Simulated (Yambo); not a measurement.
Yambo run on MoSe2 (space group P6_3/mmc, No. 194). The wavefunctions are PBE (stringent potentials; Quantum ESPRESSO, PseudoDojo norm-conserving, 104 Ry, scalar-relativistic) ones on a 6×6×1 mesh (62 occupied bands); a = b = 3.278 Å, c = 12.724 Å, α = β = 90.00°, γ = 120.00°.

Yambo input:

```
rim_cut
gw0
dyson
el_el_corr
HF_and_locXC
ppa
em1d
RandQpts= 1000000
RandGvec= 1 Ry
EXXRLvcs= 104 Ry
VXCRLvcs= 416 Ry
Chimod= "HARTREE"
% BndsRnXp
 39 | 137 |
%
NGsBlkXp= 6 Ry
% LongDrXp
 1.0 | 1.0 | 1.0 |
%
PPAPntXp= 27.2114 eV
% GbndRnge
 1 | 137 |
%
GTermKind= "none"
DysSolver= "n"
ExtendOut
% QPkrange
 1 | 1 | 62 | 62 |
 5 | 5 | 63 | 63 |
 7 | 7 | 62 | 63 |
%
```

k points by index: 1 = Γ, 5 = (0.167, 0.167, 0), 7 = K.

The o-*.qp file then holds:

```
#    K-point    Band    Eo [eV]    E [eV]    E-Eo [eV]    Vxc [eV]    Vnlxc [eV]    Sc|Eo [eV]    Sc|E [eV]    dSc/dw|Eo [eV]    Re(Z)    Im(Z)
#
    1    62    0.000000    0.631361    0.631361    -16.97713    -17.42051    1.248315    1.074738    -7.481528    0.784347    -0.001419
    5    63    0.771804    1.608972    0.837168    -15.54867    -11.73938    -2.750480    -2.972122    -7.203496    0.790684    -0.001395
    7    62    -0.289442    0.358647    0.648089    -16.67398    -17.01585    1.171667    0.989961    -7.629741    0.781011    -0.001449
    7    63    1.167638    2.260983    1.093346    -17.63050    -13.41883    -2.805442    -3.118323    -7.786201    0.777518    -0.001683
```
(The two width columns are left out.) Convergence of these settings isn't established.

Spin-orbit coupling is not included.

Geometry relaxed with PBE+D3(BJ).
